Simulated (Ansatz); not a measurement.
MgO (rock salt), relaxed and computed with several functionals in Ansatz (plane waves, PAW).

```csv
functional,a (Å),gap (eV),B₀ by P(V) fit (GPa)
HSE06,[?],[?],[?]
PBE,4.254,4.46,149
r²SCAN,4.204,5.68,167
PBEsol,4.214,4.62,157
```

**Question.** Fill in the missing entries.

**Answer.** 
- HSE06, a (Å): 4.202
- HSE06, gap (eV): 6.56
- HSE06, B₀ by P(V) fit (GPa): 167

All cells were relaxed under the symmetry of their starts (and spin orders); stability against distortions was not tested throughout.

Potentials: the later of the program's two PAW sets.

Ansatz (a quantum-chemistry and plane-wave program) is a plane-wave DFT program.
